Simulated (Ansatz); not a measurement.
TiSi2 in space group Fddd (No. 70; Ti on 8b, Si on 16f) under volume change, PBE in the plane-wave PAW code Ansatz, shape and atoms relaxed at each volume.

```csv
V (Å³/atom),E − E(relaxed) (meV/atom),P (GPa)
12.897,59.4,16.22
13.323,[?],[?]
13.748,[?],[?]
14.173,0.0,0.00
14.598,5.3,-3.88
15.023,20.1,-7.17
15.449,42.9,-9.96
```

Problem. Fill in the missing entries.

Solution. 
- 13.323, E − E(relaxed) (meV/atom): 24.9
- 13.323, P (GPa): 9.92
- 13.748, E − E(relaxed) (meV/atom): 5.9
- 13.748, P (GPa): 4.56

Problem. What does a third-order Birch–Murnaghan fit give for V₀, B₀ and B′?

Solution. V₀ = 14.17 Å³/atom, B₀ = 140 GPa, B′ = 4.4.

Symmetry was held in the PBE relaxation; of distortions, only those at the zone centre were tested. No spin polarisation was allowed.

Potentials: the later of the program's two PAW sets.
